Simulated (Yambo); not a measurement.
G0W0@PBEsol for Cs$_{2}$LiYCl$_{6}$ (space group Fm-3m, No. 225) in Yambo. Reference settings: 2×2×2 Γ-centred k mesh, bands 3 to 418 and a 7 Ry block in the screening, 418 bands in G with the Bruneval-Gonze terminator, plasmon pole fitted at 27.2 eV. The PBEsol gap Γ → Γ on this mesh is 4.83 eV; G0W0 gaps are taken between the same points.

| change from the reference | G0W0 gap Γ → Γ (eV) | shift of the valence edge (eV) |
|---|---|---|
| reference settings | 7.98 | -1.75 |
| 149 bands in W, 149 bands in G | 8.12 | -1.50 |
| 187 bands in W | 8.03 | -1.61 |
| 264 bands in G, no terminator | 8.04 | -1.50 |
| 6 Ry block | 7.95 | -1.72 |
| 149 bands in G, no terminator | (withheld) | -1.19 |
| pole fitted at 40 eV | 8.00 | -1.79 |
| 149 bands in G | 8.02 | -1.67 |

### Question
Estimate the withheld gaps from the other rows; the computed values follow.

### Answer

- 149 bands in G, no terminator, G0W0 gap Γ → Γ (eV): 8.11

The reference isn't shown to be the converged limit.

Geometry of the Materials Project entry, not relaxed at this level; primitive cell a = b = c = 7.5149 Å, α = β = γ = 60.00°.

A shift is the quasiparticle energy of the state minus its PBEsol energy.
